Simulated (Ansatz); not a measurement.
Ag:
```
CELL_PARAMETERS angstrom
      5.28439     0.00000     0.00000
      0.00000     5.28439     0.00000
      0.00000     0.00000     5.28439
ATOMIC_POSITIONS crystal
  Ag 0.00000 0.00000 0.00000
  Ag 0.50000 0.50000 0.50000
  Ag 0.25000 0.00000 0.50000
  Ag 0.75000 0.00000 0.50000
  Ag 0.50000 0.25000 0.00000
  Ag 0.50000 0.75000 0.00000
  Ag 0.00000 0.50000 0.25000
  Ag 0.00000 0.50000 0.75000
```

Relaxed with PBE. Special points in fractions of this cell's reciprocal vectors: Γ (0.000, 0.000, 0.000); X (0.000, 0.500, 0.000); M (0.500, 0.500, 0.000); R (0.500, 0.500, 0.500).

**Question.** List the band energies nearest the Fermi level at these points for the program Ansatz at the PBE level (PAW).

**Answer.** In eV from the Fermi level; about four levels below and three above (degenerate sets whole), none deeper than 8.9 eV; points with the same levels are listed once.

| k | below | above |
|---|---|---|
| Γ | -2.97 -2.97 -2.97 -0.07 -0.07 -0.07 | 0.90 0.90 0.99 |
| X | -2.99 -2.99 -2.64 -2.64 | 0.98 0.98 1.04 1.04 |
| M | -2.70 -2.56 -2.46 -2.46 | 1.38 2.67 2.67 |
| R | -1.35 -1.35 -1.35 -1.35 -1.35 -1.35 -1.09 -1.09 | 9.98 9.98 9.98 9.98 9.98 9.98 |

Space group Pm-3n (A15 (β-W type)). The start of the workflow was typed in or built on a structure type; neither database checked (COD, Materials Project) lists it. It is not the phase usual at ambient conditions (space group No. 225). The PBE relaxation kept the symmetry of its start; whether a distortion lowers the energy is not shown. No spin polarisation was allowed. Scalar-relativistic: spin–orbit coupling is off unless named, which matters more the heavier the elements.

Potentials: the earlier of the program's two PAW sets.
